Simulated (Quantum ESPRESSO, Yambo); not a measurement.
At a photon energy of 12.50 eV, RPA with local fields on LDA bands shifted by a G0W0 scissor of 4.04 eV (Quantum ESPRESSO and Yambo; 4×4×4 mesh, 133 bands, 3 Ry local-field block, 0.2 eV broadening) gives ε = 2.3 + 1.33i for K$_{2}$NaScF$_{6}$ (space group Fm-3m, No. 225), field along x.

Q: Work out n, κ, the normal-incidence reflectivity, the absorption coefficient and the penetration depth.

A: 
|ε| = 2.66; n = √((|ε| + ε1)/2) = 1.57, κ = √((|ε| − ε1)/2) = 0.42. R = ((n − 1)² + κ²)/((n + 1)² + κ²) = 0.07. α = 2Eκ/(ħc) with ħc = 197.327 eV nm: 0.0535 per nm = 5.4 × 10⁵ per cm, a 1/e depth of 19 nm. The computed direct gap is 10.45 eV, and the energy scale of the real crystal may differ from it. Excitonic effects are left out, and values at one energy depend on mesh and broadening. The scissor comes from a G0W0 run whose convergence isn't established. Convergence of the RPA response with its 4×4×4 mesh was not tested.

Geometry of the Materials Project entry, not relaxed at this level; primitive cell a = 6.088 Å, b = 6.088 Å, c = 6.088 Å, α = 60.00°, β = 60.00°, γ = 60.00°.
